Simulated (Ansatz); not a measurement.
# One input, then a changed one: W (bcc type)

First run: DFT, LDA, all-electron PAW with datasets made for the crystal, scalar-relativistic (Ansatz 0.2.0).

Command: `ansatz run input.yaml --threads 1 --pin off --max-ram 2048MiB --backend cpu --events-out ev --progress --plain --runs-dir out` It took 19 s on 1 thread of Arm Neoverse V1, on a shared host, peak memory 0.63 GiB.

```yaml
crystal:
  lattice:
    - [-1.5133235099, 1.5133235099, 1.5133235099]
    - [1.5133235099, -1.5133235099, 1.5133235099]
    - [1.5133235099, 1.5133235099, -1.5133235099]
  atoms:
    - { symbol: W, position: [0.0, 0.0, 0.0] }
kpoints:
  mp_grid: { grid: [19, 19, 19] }
scf:
  occupations: { method: fermi_dirac, width: 0.08 }
hamiltonian:
  xc: lda
  pseudopotentials: { kind: all_electron, datasets: crystal }
output:
  forces: true
  stress: true
  eigenvalues: true
```

The base cell comes from a relaxation on PAW files under the same functional, and the cell shown is scaled from it.

This run: volume at 0.9 of the series' base cell.

It converges in 7 SCF iterations at a pressure of 43.7 GPa.

The input is then changed:

```diff
   occupations: { method: fermi_dirac, width: 0.08 }
+  mixing: { preconditioner: ldos }
 hamiltonian:
   eigenvalues: true
+basis:
+  xc_grid: 2
```

**Question.** Predict the outcome of the changed run.

**Answer.** It converges in 7 SCF iterations at a pressure of 43.7 GPa, free energy 0.0 meV/atom against the first run's.
